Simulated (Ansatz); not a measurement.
Data:

Na (bcc, W type)

```xyz
2
Lattice="-4.1965 4.1965 4.1965 2.0983 -2.0983 2.0983 2.0983 2.0983 -2.0983" Properties=species:S:1:pos:R:3 pbc="T T T"
Na     0.0000     0.0000     0.0000
Na    -2.0983     2.0983     2.0983
```

The atoms are displaced by Q × the pattern below (from a DFPT mode at N = (0.5, 0.0, 0.0), largest move 1; Q in Å), at fixed cell. (q is in reciprocal vectors of the primitive cell; the cell shown is doubled to hold the pattern.)

| atom | x | y | z |
|---|---|---|---|
| Na1 | 0.000 | 0.707 | -0.707 |
| Na2 | 0.000 | -0.707 | 0.707 |

All values below come from PBE (plane waves to 420 eV, PAW, scalar-relativistic; Ansatz, a program for electronic structure). k mesh 8×16×16 (Γ-centred), Fermi-Dirac smearing 0.05 eV. Energies are smeared free energies. With partly filled bands, energies and forces of such displacements shift with the k mesh and the smearing. Na was relaxed with its symmetry unable to fall. The zero of ΔE is the undisplaced structure.

The scan covers Q from -0.100 to 0.100 Å in 13 points.

Problem. Is this a single well or a double well?

Solution. A single well with its minimum at or next to zero displacement.

Problem. Which space group does the distorted structure have?

Solution. Cmcm (No. 63), lowered from Im-3m.

Problem. What is the energy change at Q = 0.100 Å?

Solution. 0.7 meV/cell.

Problem. What harmonic wavenumber does the curvature at Q = 0 give?

Solution. 28 cm⁻¹.

(A displaced cell: forces are minus the slopes of the energy, force constants its curvatures, and phonons follow from these.)
